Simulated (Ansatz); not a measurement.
Here is the system:

CoIrPt:
```
CELL_PARAMETERS angstrom
      2.68029     0.00000     0.00000
     -1.34014     2.32120     0.00000
      0.00000     0.00000     6.44479
ATOMIC_POSITIONS crystal
  Co 0.00000 0.00000 0.99446
  Pt 0.33333 0.66667 0.32104
  Ir 0.66667 0.33333 0.68450
```
The run is spin-polarised; directions of the spins, atom by atom: ↑ 0 0.

This is the PBEsol-relaxed structure.

Q: All from PBEsol (plane waves, PAW; program Ansatz), unless another level is named. Predict the density of states at the Fermi level.

A: 1.4 states/eV per atom (mean over ±0.08 eV).

Q: Next, the formation energy from the elements (no fitted shifts)?

A: 0.034 eV/atom.

Space group P3m1. The start of the workflow was typed in or built on a structure type; neither database checked (COD, Materials Project) lists it. Its standing as an ambient phase is unchecked. Symmetry was held in the PBEsol relaxation; whether a distortion lowers the energy is not shown. Spin order of the final state: ferromagnetic, the only order run, not a proven ground state. The references are the lowest solids computed at this level, not always the standard phases. Scalar-relativistic: spin–orbit coupling is off unless named, which matters more the heavier the elements.

Potentials: the later of the program's two PAW sets.
